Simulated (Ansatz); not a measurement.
Method: Ansatz, DFT PBE, scalar-relativistic, plane waves, PAW. Settings: cutoff 420 eV, Γ-centred meshes spaced at most about 0.3 Å⁻¹, and about 0.25 Å⁻¹ or finer for metals (2π included), Gaussian smearing. No spin polarisation in the final relaxations.

All energies are static (0 K, no zero-point motion).

Compare these two cells of Si₂Bi₂S, each relaxed at this level.

A.

```
Si Bi S
1.0
    -2.62342    2.62342    4.38217
     2.62342   -2.62342    4.38217
     2.62342    2.62342   -4.38217
Si Bi S
2 2 1
Direct
  0.63253 0.63253 0.00000
  0.36747 0.36747 0.00000
  0.75000 0.25000 0.50000
  0.25000 0.75000 0.50000
  0.00000 0.00000 0.00000
```

B.

```
Si Bi S
1.0
     3.76741    0.00000    0.00000
    -1.88371    3.26268    0.00000
     0.00000    0.00000    9.61588
Si Bi S
2 2 1
Direct
  0.66667 0.33333 0.44640
  0.33333 0.66667 0.55360
  0.66667 0.33333 0.79115
  0.33333 0.66667 0.20885
  0.00000 0.00000 0.00000
```

Problem. Which would you expect to be lower, and how large is the difference?

Solution. B is lower, by 218 meV/atom. A has space group I4/mmm (No. 139), 24.1 Å³/atom and no gap on its mesh; B has space group P-3m1 (No. 164), 23.6 Å³/atom and no gap. The shortest distance is 2.32 Å (Si–Si) in A and 2.41 Å (Si–Si) in B. A holds Si–Si pairs (shortest 2.32 Å); B holds Si–Si nets (shortest 2.41 Å). Even the lower one lies +0.17 eV/atom against the reference forms of the elements (uncorrected), so neither is stable at this level. In A, Si has 1 Si at 2.32 Å, 4 Bi at 2.82 Å and 1 S at 3.22 Å; Bi has 4 Si at 2.82 Å and 4 S at 3.42 Å; around S lie 2 Si at 3.22 Å and 8 Bi at 3.42 Å. In B, Si is surrounded by 3 Si at 2.41 Å and 4 Bi at 3.15–3.32 Å; around Bi lie 3 S at 2.96 Å, 4 Si at 3.15–3.32 Å and 6 Bi at 3.77 Å; S has 6 Bi at 2.96 Å. Both come from invented guesses.

These runs have no spin–orbit coupling, which can matter for Bi. Cells relaxed within their symmetry can be saddle points.
